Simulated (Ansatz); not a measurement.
A geometry of Ni away from equilibrium: step 2 of the relaxation of a relaxed Ni cell, doubled along one cell vector, shaken by Gaussian noise of σ = 0.08 Å a coordinate. Level of theory: r2SCAN (plane waves to 500 eV, PAW, scalar-relativistic; Ansatz, a program for electronic structure). Γ-centred k-mesh 16×16×8 on the run's cell (coarser than for final values), Fermi–Dirac smearing 0.05 eV.

```
CELL_PARAMETERS angstrom
      0.00260     1.74088     1.73642
      1.74250     0.00126     1.73777
      3.48355     3.48300     0.00395
ATOMIC_POSITIONS crystal
  Ni 0.43996 0.56596 0.21614
  Ni 0.51586 0.56490 0.70327
```
Spin-polarised start, with parallel moments on Ni.

**Question.** Predict the force on each atom, in eV/Å.

**Answer.** 
```csv
atom,Fx,Fy,Fz
Ni1,-0.38,0.01,0.58
Ni2,0.38,-0.01,-0.58
```

**Question.** What is the pressure?

**Answer.** +1.3 GPa, compression positive.

Spin state reached: ferromagnetic (net 0.74 μB/atom), from parallel starting moments; other spin orders were not run from this start. r2SCAN tends to overstate moments in metals.

The run could not lose the symmetry of its start.
